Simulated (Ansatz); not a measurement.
The start is a relaxed MoS2 cell shaken by Gaussian noise of σ = 0.08 Å a coordinate. A full variable-cell relaxation at zero pressure is run with r2SCAN (plane waves to 500 eV, PAW, scalar-relativistic; Ansatz, an electronic-structure program). The first steps use a coarse 3×3×3 k-mesh.

Input geometry:
```
MoS2
1.0
    5.98219     0.00000     0.00000
    0.00000     5.98219     0.00000
    0.00000     0.00000     5.98219
Mo S
4 8
Direct
  0.99752   0.01018   0.99444
  0.50069   0.50945   0.00346
  0.00191   0.50683   0.49636
  0.51651   0.00658   0.49596
  0.37377   0.39633   0.38144
  0.84308   0.14095   0.61663
  0.61646   0.88432   0.13118
  0.13414   0.64708   0.87302
  0.61711   0.64397   0.63030
  0.11396   0.87316   0.36757
  0.38129   0.11419   0.87346
  0.85403   0.36592   0.12354
```
Spin-polarised start, with parallel moments on Mo.

Which atoms feel the largest initial force, and how large is it?

About 2.4 eV/Å, on Mo4 (atoms numbered as listed).

How much energy is released per atom?

0.05 eV/atom.

Does it find its way back to the structure it was made from?

It returns to the parent structure, Pa-3 (No. 205).

How do the shortest distances between atoms change?

The closest pairs of elements (up to four, under 3.6 Å), start → end: Mo–S 2.23 → 2.47 Å; S–S 2.50 → 2.68 Å.

Is the relaxed structure metallic? Give its gap.

No gap (metallic).

What magnetic moments remain?

Net 0.67 μB/atom, ferromagnetic.

Final structure:

Space group Pa-3 (No. 205); a = b = c = 5.9822 Å, α = β = γ = 90.00°

| atom | site | symmetry | x | y | z |
|---|---|---|---|---|---|
| Mo | 4a | .-3. | 0.0000 | 0.0000 | 0.0000 |
| S | 8c | .3. | 0.3707 | 0.3707 | 0.3707 |

Final values are on a 7×7×7 k-mesh of the relaxed cell. Spin state reached: ferromagnetic (net 0.67 μB/atom), from parallel starting moments; other spin orders were not run from this start.

The relaxed structure here is a generated cell of MoS2: the first start was made by placing the elements on the sites of a structure type, and the end was not matched to a known phase here, so it may be hypothetical. Known forms of MoS2 include space group No. 160, 194.
